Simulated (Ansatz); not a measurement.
# Compressing Zn₂InGaO₅: a fit and a missing row

Zn₂InGaO₅, P6_3/mmc, a = 3.299 Å, c = 22.375 Å. The structure is a Materials Project entry; whether it is the stable form wasn't checked. Ansatz: r2SCAN, PAW, 500 eV, Γ-centred 12×12×2 mesh on 18 atoms, Gaussian smearing 0.02 eV; no spin polarisation. Shape and atoms are relaxed at each volume; pressure is positive in compression.

| V (Å³/atom) | P (GPa) |
| --- | --- |
| 10.313 | ? |
| 10.665 | 20.08 |
| 11.017 | 12.26 |
| 11.368 | 5.63 |
| 11.720 | 0.01 |
| 12.071 | -4.77 |
| 12.423 | -8.82 |
| 12.892 | -13.27 |

**Question.** Take V0 = 11.720 Å³/atom, count pressures from its P0 = 0.01 GPa, fit the third-order Birch–Murnaghan form to the other rows, and predict the missing pressure.

**Answer.** With the Eulerian strain f = ½[(V0/V)^(2/3) − 1] and y = (P − P0)/[3f(1 + 2f)^(5/2)], the form is the line y = B0 + 1.5 B0 (B0′ − 4) f. Rows (f, y): 0.03245, 176.2; 0.02105, 175.0; 0.01027, 173.4; -0.00974, 171.8; -0.01905, 170.3; -0.03078, 168.6. Means f = 0.0007000, y = 172.55; Σ(Δf)² = 0.003004, ΣΔfΔy = 0.3505; the slope is their ratio. y = 172.5 + 116.7 f GPa, so B0 = 172.5 GPa and B0′ = 4 + 2 × (116.7)/(3 × 172.5) = 4.45. At V = 10.313, f = 0.04450, y = 177.69 and P = 29.37 GPa. The run gave 29.31 GPa, so the fit is 0.06 GPa too high, a small miss on the scale of the series.

Cost: 8 runs of about 65 core-minutes in all, on Intel Xeon Platinum 8259CL (Skylake/Cascade Lake) (shared hosts).